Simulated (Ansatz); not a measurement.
Is this MgCd₂S₃ structure a true minimum?

The cell was found from a structure generator's guess, not taken from experiment.

All numbers below come from Ansatz 0.2.0, DFT PBE, scalar-relativistic, plane waves, PAW. Settings: cutoff 420 eV, Γ-centred mesh 10×10×10 on the computed 6-atom cell, Gaussian smearing of 0.02 eV; no spin polarisation.

The cell below (6 atoms, space group I-4m2 (No. 119)) is relaxed within its symmetry.

```
CELL_PARAMETERS angstrom
-2.07100 2.07100 8.74332
2.07100 -2.07100 8.74332
2.07100 2.07100 -8.74332
ATOMIC_POSITIONS crystal
Mg 0.00000 0.00000 0.00000
Cd 0.33613 0.33613 0.00000
Cd 0.66387 0.66387 0.00000
S 0.25000 0.75000 0.50000
S 0.57746 0.07746 0.50000
S 0.92254 0.42254 0.50000
```

For the test a repeat of it with 12 atoms (edges 5.86, 5.86, 9.22 Å) was strained at random (σ = 1.5 % a component), the atoms were moved at random (σ = 0.10 Å), and all was relaxed again on a coarse 4×2×4 mesh (in the run’s order of axes) with 0.10 eV smearing, with no symmetry imposed.

Task: What happens?

Result: It returns, within 1 meV/atom of the unmoved cell on that mesh and with the same symmetry when read at 0.1 Å (C2 at 0.01 Å, so small strains and shifts remain). No instability shows in this cell; modes of other wave vectors, which need another repeat, aren't tested.
